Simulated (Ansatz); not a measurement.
Mo (bcc, W type)

Space group Im-3m (No. 229); a = 3.1607 Å, b = 3.1607 Å, c = 3.1607 Å, α = 90.00°, β = 90.00°, γ = 90.00°

```json
[
 {"atom": "Mo", "site": "2a", "symmetry": "m-3m", "x": "0.0000", "y": "0.0000", "z": "0.0000"}
]
```
(The calculation used a cell of 1 atom; values per cell refer to that cell.)

The volume is varied about the relaxed value V₀ at fixed cell shape. Symmetry pins the atoms to their sites.

Calculation: PBE (plane waves to 420 eV, PAW, scalar-relativistic; Ansatz, a first-principles code). k mesh 21×21×21 (Γ-centred), Fermi-Dirac smearing 0.05 eV. Energies are smeared free energies. Stress and pressure are positive under compression. Mo is run without spin polarisation. Mo was relaxed with its symmetry unable to fall. The zero of ΔE is the relaxed starting cell.

Question: Estimate the ΔE (eV/atom) and P (GPa) for V/V₀ = 0.940, 0.952, 0.964, 0.988, 1.012, 1.036.

Answer: 
| V/V₀ | ΔE (eV/atom) | P (GPa) |
|---|---|---|
| 0.940 | 0.051 | 18.3 |
| 0.952 | 0.032 | 14.2 |
| 0.964 | 0.018 | 10.3 |
| 0.988 | 0.002 | 3.2 |
| 1.012 | 0.002 | -3.0 |
| 1.036 | 0.016 | -8.5 |

(A scan under strain: stresses follow from slopes of the energy per volume, elastic moduli from its curvatures.)
